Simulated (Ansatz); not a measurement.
An Ansatz input:

```yaml
crystal:
  lattice:
    - [-3.111439533, 2.6836429914, 1.3801199634]
    - [2.6836429914, -3.111439533, 1.3801199634]
    - [2.3539396955, 2.3539396955, -2.1636301128]
  atoms:
    - { symbol: Ru, position: [0.980038841, 0.019961159, 0.0] }
    - { symbol: Ru, position: [0.769961159, 0.230038841, 0.5] }
hamiltonian:
  xc: blyp
  pseudopotentials:
    kind: paw
    azcp:
      Ru: "pseudopotentials/Ru.paw.azcp"
basis:
  ecutwfc: 420
  fft_grid_basis: typed
kpoints:
  mp_grid: { grid: [18, 18, 13], shift: [0, 0, 0] }
magnetization:
  spin_polarized: false
scf:
  occupations: { method: fermi_dirac, width: 0.1 }
  lower_state_search: "off"
output:
  stress: true
```

Terminal output

```
Engine: ansatz 0.2.0, aarch64-unknown-linux-gnu
Pseudopotentials: kind: paw
Pseudopotential: Ru, paw, valence charge 16, recommended cutoff 420 eV (normal) 
Functional definition: BLYP
  parameter beta = 0.0042
  parameter a = 0.04918
  parameter b = 0.132
  parameter c = 0.2533
  parameter d = 0.349
  exchange = b88_x(beta = beta)
  correlation = lyp_c(a = a, b = b, c = c, d = d)
Crystal: 2 atoms, lattice volume = 32.289 Å³
Basis set: ecut = 420 eV, 645 PW (Γ), exchange–correlation on 60×60×54 points (8 copies of the dense FFT grid, shifted against one another)
Bands: 20, of which v1, the nominal top of the filled ones, is band 16 counted from 1 (15 counted from 0)
Symmetry: 4 space group operations
Space group: C2/c (ITA 15), of the structure as read, at distance tolerance 3.2e-5 Å
k-points: 1117 of 4212
Non-local potential: Ru, projectors of the file, l = 0: 3, l = 1: 2, l = 2: 2, l = 3: 1
PAW form: soft (Blöchl's): semilocal exchange-correlation on the pseudo side does not see the compensation charge
PAW frozen core: Ru, regenerated for the run's functional, and the local potential with it (the file was generated under x = pbe(κ = 0.804, μ = 0.2195149727645171), c = pbe(β = 0.06672455060314922))
PAW one-centre angular grid: Ru, 590 points (default); XC on 64 Gauss nodes
Initial density: superposition of atomic densities (neutral atoms: chi_scale 0, normalization atom), corrected by the library's trained network
Initial wavefunctions: pseudopotential atomic-orbital guess
Functional: x = b88, c = lyp
SCF iter   1: F=—  HF=-11784.434585 eV  |F-HF|=—  |Δ(HF+E_count)|=         —  Δρ=1.60e-2  dr2=8.21e-2  ethr=1.77e-3  ⟨swp⟩=4.8  Hψ=87457  notcnv=0
SCF iter   2: F=—  HF=-11784.422414 eV  |F-HF|=—  |Δ(HF+E_count)|=   1.22e-2  Δρ=8.99e-3  dr2=2.76e-2  ethr=2.57e-4  ⟨swp⟩=1.1  Hψ=31544  notcnv=0
SCF iter   3: F=—  HF=-11784.417741 eV  |F-HF|=—  |Δ(HF+E_count)|=   4.67e-3  Δρ=1.17e-3  dr2=5.67e-4  ethr=8.61e-5  ⟨swp⟩=2.0  Hψ=32160  notcnv=0
SCF iter   4: F=—  HF=-11784.417861 eV  |F-HF|=—  |Δ(HF+E_count)|=   1.20e-4  Δρ=9.15e-4  dr2=7.23e-4  ethr=1.77e-6  ⟨swp⟩=2.0  Hψ=40711  notcnv=0
SCF iter   5: F=—  HF=-11784.417661 eV  |F-HF|=—  |Δ(HF+E_count)|=   2.00e-4  Δρ=1.55e-4  dr2=6.55e-6  ethr=1.77e-6  ⟨swp⟩=2.0  Hψ=31426  notcnv=0
SCF iter   6: F=—  HF=-11784.417660 eV  |F-HF|=—  |Δ(HF+E_count)|=   1.18e-6  Δρ=3.01e-5  dr2=1.43e-7  ethr=2.05e-8  ⟨swp⟩=2.0  Hψ=33614  notcnv=0
SCF iter   7: F=-11784.417660 eV  HF=-11784.417660 eV  |F-HF|=9.64e-11  |Δ(HF+E_count)|=   1.02e-7  Δρ=6.26e-6  dr2=7.27e-9  ethr=3.13e-10  ⟨swp⟩=4.0  Hψ=81371  notcnv=0
SCF 1 converged in 7 iterations: F = -11784.417660 eV  dr2 = 7.27e-9
SCF converged after 7 iterations
Free energy (F): -11784.417660 eV
Harris-Foulkes:  -11784.417660 eV  (|F-HF|=9.64e-11)
Internal energy: -11784.354028 eV  (E = F + TS)
E sigma→0 (E₀):  -11784.385844 eV
Entropy (-TS):   -0.063633 eV (-31.816 meV/atom)
Fermi energy:    19.468250 eV
--- Per-component energies (eV) ---
  E_band       = -223.353087
  E_kinetic    = 1024.730416
  E_local      = -3033.944983  (includes V_loc(G=0)·N_el)
  E_nonlocal   = 687.287856
  E_hartree    = 1003.252704
  E_xc         = -372.216895
  E_vxc        = -466.194879  (∫ρ·V_xc dr)
  E_paw        = -6956.381457  (= ΣΔE_a)
  E_vpaw       = -441.740690  (= ΣTr[D̂ρ^β])
  E_aug_tail   = -0.000432  (compensation charges beyond the density's cutoff)
  E_ewald      = -4137.259386
  E_core_change = 0.178150  (= ΣΔE_core)
  E_smearing   = -0.063633  (= −TS)
  E_closure    = -0.000000  (closes the sum)
  Σ components = -11784.417660   (vs F -11784.417660, Δ=0.00e0)
--- Stress (GPa, compression-positive) ---
       -8.817155       0.018782      -0.181958
        0.018782      -8.817155      -0.181958
       -0.181958      -0.181958      -7.599578
  P = ⅓ Tr σ = -8.4113 GPa (-84.113 kbar)
```
